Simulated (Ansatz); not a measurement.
SnTe (rock salt, Fm-3m), a = 6.376 Å, b = 6.376 Å, c = 6.376 Å, α = 90.00°, β = 90.00°, γ = 90.00°; the cell used has 2 atoms.

Relaxed with r²SCAN.

Problem. Decompose the optical modes at the zone centre into irreducible representations, and say which are infrared and Raman allowed.

Solution. Point group m-3m: Γ_opt = T1u. Infrared: T1u. Raman: none.

Problem. Assign frequencies (DFPT, r²SCAN in the plane-wave PAW code Ansatz; without the LO–TO term).

Solution. T1u 63i cm⁻¹.

Symmetry was held in the r²SCAN relaxation. At this level the phase is dynamically unstable (imaginary phonons). Spin–orbit coupling is left out wherever it is not named.

Potentials: the earlier of the program's two PAW sets.
